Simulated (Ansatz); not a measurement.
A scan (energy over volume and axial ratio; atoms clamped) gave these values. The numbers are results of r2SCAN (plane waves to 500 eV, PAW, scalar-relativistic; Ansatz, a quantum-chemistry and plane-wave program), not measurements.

The shear modulus C′ = (C11 − C12)/2 (fit, atoms clamped) is 7.7 GPa.

Q: Of these crystals, all scanned alike, which one is it?
(A) Ni (fcc, Cu type)
(B) HgTe (zinc blende)
(C) Ge (diamond)
(D) TiC (rock salt)

A: B, HgTe (zinc blende). The others have, for the shear modulus C′ = (C11 − C12)/2: Ni 71 GPa, Ge 41 GPa, TiC 200 GPa

All were relaxed with their symmetry unable to fall. At this level the bands of HgTe touch or barely overlap. Relaxed Ni ends ferromagnetic. Spin-orbit coupling is left out. TiC is run without spin polarisation. The magnetic order is the one the run started from; other orders were not tried. (This holds for the magnetic or f-shell members.) With partly filled bands, the response to shear is sensitive to the k mesh, so small differences along c/a are uncertain.

(Under strain, the slope of the energy per volume gives the stress and its curvature an elastic modulus.)
